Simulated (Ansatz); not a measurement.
Ba (Im-3m), stationary points along a deformation path

All numbers below come from DFT LDA, scalar-relativistic, plane waves, PAW in Ansatz 0.2.0. Cutoff 420 eV, Γ-centred 16×16×16 k-points, Gaussian smearing of 0.15 eV. No spin polarisation. Energies are free energies at this smearing, counted from the undisturbed cell; pressure is positive in compression.

The starting cell (as given, not relaxed at this level; it stands at -1.2 GPa):

```xyz
1
Lattice="-2.5000 2.5000 2.5000 2.5000 -2.5000 2.5000 2.5000 2.5000 -2.5000" Properties=species:S:1:pos:R:3 pbc="T T T"
Ba    0.0000    0.0000    0.0000
```

At fixed volume and fractional coordinates, lengths along (0.000, 0.000, 1.000) are scaled against those across it; ρ is that ratio over its starting value. V = 62.500 Å³/atom. Δσ is the stress along the axis less the mean stress across it (compression positive).

| ρ | ΔE (meV/atom) | Δσ (GPa) | space group |
| --- | --- | --- | --- |
| 0.707 | 133.9 | 4.08 | I4/mmm |
| 0.780 | 54.5 | 2.22 | I4/mmm |
| 0.850 | 18.7 | 1.06 | I4/mmm |
| 0.920 | 4.2 | 0.42 | I4/mmm |
| 1.000 | 0.0 | 0.00 | Im-3m |
| 1.200 | 9.0 | -0.19 | I4/mmm |
| 1.300 | 10.6 | 0.03 | I4/mmm |
| 1.414 | 9.5 | 0.00 | Fm-3m |

Task: How does the stress give the slope of the energy, and where is the energy stationary?

Result: Along the path d ln(length) is 2/3 d ln ρ on the axis and −1/3 d ln ρ across it, so dE/d ln ρ = −(2/3) V Δσ: the energy falls with ρ where Δσ is positive. Δσ vanishes or changes sign at ρ = 1.000 (Im-3m), a minimum at 0.0 meV/atom; between ρ = 1.200 and 1.300, a maximum (near 1.29 by linear interpolation); at ρ = 1.414 (Fm-3m, an end of the scan), at 9.5 meV/atom. Pairs of stationary points between two samples would go unseen, and could change a minimum read from distant neighbours into a maximum. At ρ = 1.000, 1.414 the cell is cubic, where symmetry alone makes the stress isotropic and the slope zero.

Task: Integrate that slope from ρ = 1 to 0.780 by the trapezoid rule.

Result: With V/N in Å³ and 1 eV/Å³ = 160.2 GPa the slopes at ρ = 1.000, 0.920, 0.850, 0.780 are 0, -108, -275, -577 meV/atom per unit of ln ρ. The steps add 4.5 + 15.2 + 36.6 = 56.3 meV/atom, against 54.5 from the energies; the trapezoid rule misses the curvature of the slope within each step.

In a metal these slopes depend on the k mesh and the smearing.